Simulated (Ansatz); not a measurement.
**Frozen-phonon scan for Sn4Pd (space group Ccce)**

Relaxed Sn4Pd (space group Ccce):

```
Sn4Pd
1.0
    3.19027    -5.66833     0.00000
    3.19027     5.66833     0.00000
    0.00000     0.00000     6.33501
Sn Pd
8 2
Direct
  0.20545   0.45777   0.33108
  0.79455   0.54223   0.33108
  0.45777   0.20545   0.66892
  0.54223   0.79455   0.66892
  0.29455   0.04223   0.16892
  0.70545   0.95777   0.16892
  0.04223   0.29455   0.83108
  0.95777   0.70545   0.83108
  0.50000   0.50000   0.00000
  0.00000   0.00000   0.50000
```

The atoms are displaced by Q × the pattern below (from a DFPT mode at Γ, largest move 1; Q in Å), at fixed cell.

```csv
atom,x,y,z
Sn1,0.122,0.775,0.363
Sn2,0.122,0.775,-0.363
Sn3,0.122,-0.775,-0.363
Sn4,0.122,-0.775,0.363
Sn5,-0.122,-0.775,-0.363
Sn6,-0.122,-0.775,0.363
Sn7,-0.122,0.775,0.363
Sn8,-0.122,0.775,-0.363
Pd9,-1.000,0.000,0.000
Pd10,1.000,0.000,0.000
```

Method: LDA (plane waves to 420 eV, PAW, scalar-relativistic; Ansatz, a program for electronic structure). k mesh 9×9×8 (Γ-centred), Fermi-Dirac smearing 0.05 eV. E stands for the smeared free energy. With partly filled bands, energies and forces of such displacements shift with the k mesh and the smearing. Sn4Pd is run without spin polarisation. Sn4Pd was relaxed with its symmetry unable to fall. The zero of ΔE is the undisplaced structure.

| Q (Å) | ΔE (meV/cell) | −dE/dQ from forces (eV/Å) |
|---|---|---|
| -0.100 | 135 | 2.703 |
| -0.083 | 93 | 2.248 |
| -0.067 | 60 | 1.795 |
| -0.050 | 34 | 1.345 |
| -0.033 | 15 | 0.895 |
| -0.017 | 4 | 0.448 |
| 0.000 | 0 | 0.000 |
| 0.017 | 4 | -0.448 |
| 0.033 | 15 | -0.895 |
| 0.050 | 34 | -1.345 |
| 0.067 | 60 | -1.795 |
| 0.083 | 93 | -2.248 |
| 0.100 | 135 | -2.703 |

What the scan shows:

The energy at Q = 0.100 Å is 135 meV/cell. Space group of the distorted cell: C2/c (No. 15), lowered from Ccce. Symmetry of the curve: even: the same for both signs. Shape of the curve: a single well with its minimum at or next to zero displacement. Harmonic wavenumber from the curvature (finite differences): 89 cm⁻¹.

The 13 points together took around 40 core-minutes (rough).

(A displaced cell: forces are minus the slopes of the energy, force constants its curvatures, and phonons follow from these.)
